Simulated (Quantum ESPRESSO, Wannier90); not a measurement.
**Wannierisation of ZrPbO$_{3}$ (Amm2)**

```xyz
5
Lattice="4.1764 0.0000 0.0000 0.0000 2.9807 3.0670 0.0000 -2.9807 3.0670" Properties=species:S:1:pos:R:3 pbc="T T T"
Zr     2.0882     0.0000    -3.0248
Pb     0.0000     0.0000    -0.3372
O      2.0882     1.3976    -1.2416
O      2.0882    -1.3976    -1.2416
O      0.0000     0.0000    -2.6995
```

Cell from Materials Project (mp-20337), symmetrised, no further relaxation. COD (Crystallography Open Database) has the formula in 2 space groups, this one among them (matched by group alone). Computed values, not measurements, from PBEsol: Quantum ESPRESSO (norm-conserving PseudoDojo potentials, cutoff 68 Ry, no spin polarisation, no spin-orbit coupling) on a Γ-centred 8×8×8 mesh, then Wannier90. Density: 8×8×8 mesh, cold smearing 0.01 Ry. Spin-orbit coupling is left out although heavy elements are present.

Band 13 is isolated and gives one Wannier function a cell (Pb2 6s 66 %, O5 2p 10 %, Zr1 4d 7 %; spread 3.31 Å²). Its on-site energy is ε = -6.870 eV relative to the valence-band maximum, and its hoppings t(R) = t(−R) to the nearer images are (images within this range that aren't listed have |t| under 5 meV):

| R (lattice vectors; −R alike) | distance (Å) | t (eV) |
|---|---|---|
| 1 0 0 | 4.18 | 0.091 |
| 0 0 1 | 4.28 | 0.045 |
| 0 1 0 | 4.28 | 0.045 |
| 0 1 -1 | 5.96 | 0.044 |
| 1 -1 0 | 5.98 | 0.030 |
| 1 0 -1 | 5.98 | 0.030 |
| 1 0 1 | 5.98 | 0.030 |
| 1 1 0 | 5.98 | 0.030 |

Work out the band energy at Γ, Y, C_0, Σ_0 from these numbers.

For one orbital E(k) = ε + Σ_R 2 t(R) cos(2π k·R), the sum over the listed R.
- Γ, k = (0.000, 0.000, 0.000): E = -6.870 + (0.091)·(2.00) + (0.045)·(4.00) + (0.044)·(2.00) + (0.030)·(8.00) = -6.18 eV; pw.x: -6.09 eV
- Y, k = (0.000, 0.500, 0.500): E = -6.870 + (0.091)·(2.00) + (0.045)·(-4.00) + (0.044)·(2.00) + (0.030)·(-8.00) = -7.02 eV; pw.x: -7.00 eV
- C_0, k = (0.000, 0.514, 0.486): E = -6.870 + (0.091)·(2.00) + (0.045)·(-3.98) + (0.044)·(1.97) + (0.030)·(-7.97) = -7.02 eV; pw.x: -6.99 eV
- Σ_0, k = (0.000, 0.486, -0.486): E = -6.870 + (0.091)·(2.00) + (0.045)·(-3.98) + (0.044)·(1.97) + (0.030)·(-7.97) = -7.02 eV; pw.x: -6.99 eV

At these points the listed shells miss the plane-wave band by up to 0.09 eV, of a width of 1.16 eV on the path. With all its hoppings the model misses the band by 0.2 meV at worst on the whole path, so most of the miss comes from the hoppings not listed.
